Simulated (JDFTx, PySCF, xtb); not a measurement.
System: trimethylarsine, C3H9As (SMILES C[As](C)C), charge 0, multiplicity 1; geometry: optimised with GFN2-xTB in vacuum (no frequencies checked; largest PBE force component 0.5 eV/Å). Coordinates in Å:
```xyz
13

C      0.848    -1.516    -0.035
As     0.157     0.038    -1.039
C      1.157     1.413    -0.035
C     -1.534     0.216    -0.035
H      0.787    -1.341     1.038
H      1.888    -1.704    -0.300
H      0.272    -2.408    -0.276
H      1.032     1.276     1.038
H      0.805     2.408    -0.303
H      2.218     1.356    -0.272
H     -1.353     0.178     1.039
H     -2.017     1.162    -0.274
H     -2.218    -0.588    -0.302
```

Orbital energies (from the vacuum level) and dipole in vacuum at several levels; the plane-wave row is PBE, GBRV ultrasoft potentials, plane waves to 20/100 Ha in JDFTx (a modified build). Orbital energies of different methods aren't the same quantity, so their depths differ.

The values are those of the intact species: the continuum can't coordinate to it or react with it.

```json
[
 {"level": "PBE plane waves (JDFTx)", "HOMO (eV)": "-5.53", "dipole (D)": "0.84"},
 {"level": "GFN2-xTB (xtb)", "HOMO (eV)": "[?]", "dipole (D)": "1.76"},
 {"level": "B3LYP/def2-SVP (PySCF)", "HOMO (eV)": "-6.25", "dipole (D)": "0.93"},
 {"level": "PBE0/def2-SVP (PySCF)", "HOMO (eV)": "[?]", "dipole (D)": "1.05"}
]
```

Question: What belongs in the gaps?

Answer: 
- GFN2-xTB (xtb), HOMO (eV): -10.16
- PBE0/def2-SVP (PySCF), HOMO (eV): -6.46

Occupied PBE levels (eV), vacuum: -13.33, -10.43, -10.12, -10.11, -9.55, -9.55, -9.33, -7.51, -7.50, -5.53. In CANDLE, water, 2 M NaF, from the bulk liquid: -13.12, -10.15, -9.83, -9.83, -9.27, -9.27, -9.03, -7.27, -7.27, -5.45 (the ten highest).
